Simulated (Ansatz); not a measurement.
TiB₂:
```xyz
3
Lattice="3.0318 0.0000 0.0000 -1.5159 2.6256 0.0000 0.0000 0.0000 3.2247" Properties=species:S:1:pos:R:3 pbc="T T T"
Ti     0.0000     0.0000     0.0000
B      0.0000     1.7504     1.6124
B      1.5159     0.8752     1.6124
```

Relaxed with PBE.

**Question.** List the phonon frequencies at the special points (DFPT on a 4×4×3 q-mesh, Fourier-interpolated; DFT-PBE in the program Ansatz with PAW potentials).

**Answer.** In cm⁻¹; no LO–TO term at Γ, as the run had none.

```csv
q,frequencies
Γ,0 0 0 510 510 511 555 885 885
M,299 318 360 516 518 549 788 823 851
K,336 336 340 536 536 641 746 746 895
A,294 294 349 417 417 514 630 895 895
L,315 318 343 519 552 589 773 802 872
H,315 315 323 569 569 628 746 746 882
```

Space group P6/mmm. The cell was relaxed with PBE under the symmetry of its start; phonons on a q-mesh show no instability. The run is not spin-polarised. As this level gives no gap, phonon frequencies hold no LO–TO term and depend on the k-mesh and smearing (Fermi–Dirac, 0.1 eV here).

Potentials: the later of the program's two PAW sets.
